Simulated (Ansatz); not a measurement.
Theory: Ansatz, DFT PBE, scalar-relativistic, plane waves, PAW. Settings: cutoff 420 eV, Γ-centred meshes spaced at most about 0.3 Å⁻¹, and about 0.25 Å⁻¹ or finer for metals (2π included), Gaussian smearing. No spin polarisation in the final relaxations.

Temperature and zero-point effects are left out. All come from trial cells, and lower structures may exist.

Question: These unrelaxed guesses for Ga3BAs2 are each relaxed within their symmetry. Order them by the energy at which they end, lowest first.
1.

```cif
data_structure
_symmetry_space_group_name_H-M 'Immm'
_symmetry_Int_Tables_number 71
_cell_length_a 5.2568
_cell_length_b 6.5111
_cell_length_c 6.9673
_cell_angle_alpha 90.000
_cell_angle_beta 90.000
_cell_angle_gamma 90.000
_cell_volume 238.48
loop_
_atom_site_label
_atom_site_type_symbol
_atom_site_symmetry_multiplicity
_atom_site_Wyckoff_symbol
_atom_site_fract_x
_atom_site_fract_y
_atom_site_fract_z
_atom_site_occupancy
Ga1 Ga 4 h 0.00000 0.26815 0.50000 1
Ga2 Ga 2 a 0.00000 0.00000 0.00000 1
B1 B 2 c 0.00000 0.00000 0.50000 1
As1 As 4 j 0.50000 0.00000 0.20917 1
```

2.

```cif
data_structure
_symmetry_space_group_name_H-M 'P-62m'
_symmetry_Int_Tables_number 189
_cell_length_a 4.8011
_cell_length_b 4.8011
_cell_length_c 6.2730
_cell_angle_alpha 90.000
_cell_angle_beta 90.000
_cell_angle_gamma 120.000
_cell_volume 125.23
loop_
_atom_site_label
_atom_site_type_symbol
_atom_site_symmetry_multiplicity
_atom_site_Wyckoff_symbol
_atom_site_fract_x
_atom_site_fract_y
_atom_site_fract_z
_atom_site_occupancy
Ga1 Ga 3 f 0.66968 0.00000 0.00000 1
B1 B 1 a 0.00000 0.00000 0.00000 1
As1 As 2 e 0.00000 0.00000 0.31751 1
```

3.

```cif
data_structure
_symmetry_space_group_name_H-M 'R-3m:H'
_symmetry_Int_Tables_number 166
_cell_length_a 5.5345
_cell_length_b 5.5345
_cell_length_c 13.8476
_cell_angle_alpha 90.000
_cell_angle_beta 90.000
_cell_angle_gamma 120.000
_cell_volume 367.33
loop_
_atom_site_label
_atom_site_type_symbol
_atom_site_symmetry_multiplicity
_atom_site_Wyckoff_symbol
_atom_site_fract_x
_atom_site_fract_y
_atom_site_fract_z
_atom_site_occupancy
Ga1 Ga 9 e 0.00000 0.50000 0.00000 1
B1 B 3 b 0.66667 0.33333 0.83333 1
As1 As 6 c 0.33333 0.66667 0.78887 1
```

4.

```cif
data_structure
_symmetry_space_group_name_H-M 'P6mm'
_symmetry_Int_Tables_number 183
_cell_length_a 5.5367
_cell_length_b 5.5367
_cell_length_c 3.8888
_cell_angle_alpha 90.000
_cell_angle_beta 90.000
_cell_angle_gamma 120.000
_cell_volume 103.24
loop_
_atom_site_label
_atom_site_type_symbol
_atom_site_symmetry_multiplicity
_atom_site_Wyckoff_symbol
_atom_site_fract_x
_atom_site_fract_y
_atom_site_fract_z
_atom_site_occupancy
Ga1 Ga 3 c 0.50000 0.50000 0.45952 1
B1 B 1 a 0.00000 0.00000 0.88881 1
As1 As 2 b 0.66667 0.33333 0.96314 1
```

Answer: 1 (ends in Immm, 0 meV/atom), 2 (ends in P-62m, 37 meV/atom), 3 (ends in R-3m, 57 meV/atom), 4 (ends in P6/mmm, 0.40 eV/atom). Even the lowest end lies +0.37 eV/atom against the elements.

No dispersion correction is applied, so the spacing and binding between layers, chains or molecules are poorly described (P-62m), and this can change margins and order among such cells. Cells relaxed within their symmetry can be saddle points. Some structure types and database cells were kept out of the candidates from the start, so a known form may be missing.
